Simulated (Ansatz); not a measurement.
The relaxed structure here is a generated cell of Al2Ru: the first start was made by placing the elements on the sites of a structure type, and the end was not matched to a known phase here, so it may be hypothetical.

The start is a generated cell, Al2Ru placed in the AFLOW prototype A2B_tI12_140_h_a (C16, as in Al2Cu). The structure is fully relaxed (lattice and positions, P = 0) with PBEsol (plane waves to 420 eV, PAW, scalar-relativistic; Ansatz, an electronic-structure program). First-step values are on the input's coarse k-mesh.

Ansatz input (later rounds restart from its end on a renewed k-mesh):
Ansatz 0.2 input:
```yaml
crystal:
  lattice:
    - [-2.946545, 2.946545, 2.3708955]
    - [2.946545, -2.946545, 2.3708955]
    - [2.946545, 2.946545, -2.3708955]
  atoms:
    - { symbol: Al, position: [0.158, 0.658, 0.816] }
    - { symbol: Al, position: [0.342, 0.158, 0.5] }
    - { symbol: Al, position: [0.658, 0.842, 0.5] }
    - { symbol: Al, position: [0.842, 0.342, 0.184] }
    - { symbol: Ru, position: [0.75, 0.75, 0] }
    - { symbol: Ru, position: [0.25, 0.25, 0] }
basis: { ecutwfc: 420, ecutrho_ratio: 4, xc_grid: 2, fft_grid_basis: typed }
kpoints: { mp_grid: { grid: [9, 9, 9] } }
hamiltonian:
  xc: pbesol
  dispersion: none
  pseudopotentials: { kind: paw }
scf: { occupations: { method: fermi_dirac, width: 0.05 } }
relax: { f_tol: 0.01, max_steps: 100, cell: { stress_tol: 0.02 } }
output: { forces: true, stress: true }
```

Initial pressure: +24.4 GPa (positive: the cell is compressed)
Largest initial force: 0.17 eV/Å, on Al1, Al2, Al3, Al4 (atoms numbered as listed)
Outcome: The space group goes from I4/mcm (No. 140) to P4/mmm (No. 123), with 3 atoms in the primitive cell
Shortest distances (start → end): The closest pairs of elements (up to four, under 3.6 Å), start → end: Ru–Ru 2.37 → 2.84 Å; Al–Ru 2.52 → 2.53 Å; Al–Al 2.63 → 2.84 Å
Band gap at the end: zero (metallic)
Optimiser moves: 17

The end point of the relaxation:

Space group P4/mmm (No. 123); a = b = 4.1830 Å, c = 2.8369 Å, α = β = γ = 90.00°

| atom | site | symmetry | x | y | z |
|---|---|---|---|---|---|
| Al | 2f | mmm. | 0.0000 | 0.5000 | 0.0000 |
| Ru | 1b | 4/mmm | 0.0000 | 0.0000 | 0.5000 |

Final values are on a 11×11×16 k-mesh of the relaxed cell. No spin polarisation in the result.

The run could not lose the symmetry of its start, so the end can be a saddle point.
